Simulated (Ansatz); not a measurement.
In2O3 (bixbyite, Ia-3), DFT-r²SCAN in the program Ansatz with PAW potentials, all energies at zero smearing, with the estimated change up to a 700 eV cutoff added, with one set of potentials and settings (totals compare only within such a set). Cell of 40 atoms (16 In, 24 O): -103446.844 eV.

```csv
element,reference phase,E (eV/atom)
In,"I4/mmm, 1 atoms in the cell",-5611.8204
O,"C2/m, 4 atoms in the cell, spin-polarised",-566.0281
```

Formation energy per atom, worked out: (-103446.844 − 16×(-5611.8204) − 24×(-566.0281))/40 = -1.826 eV/atom (-176 kJ per mol of atoms), at 0 K, without zero-point energy or fitted corrections.

The r²SCAN relaxation kept the symmetry of its start. The references are the lowest solids computed at this level, not always the standard phases (solids in place of the gases).

Potentials: the later of the program's two PAW sets.
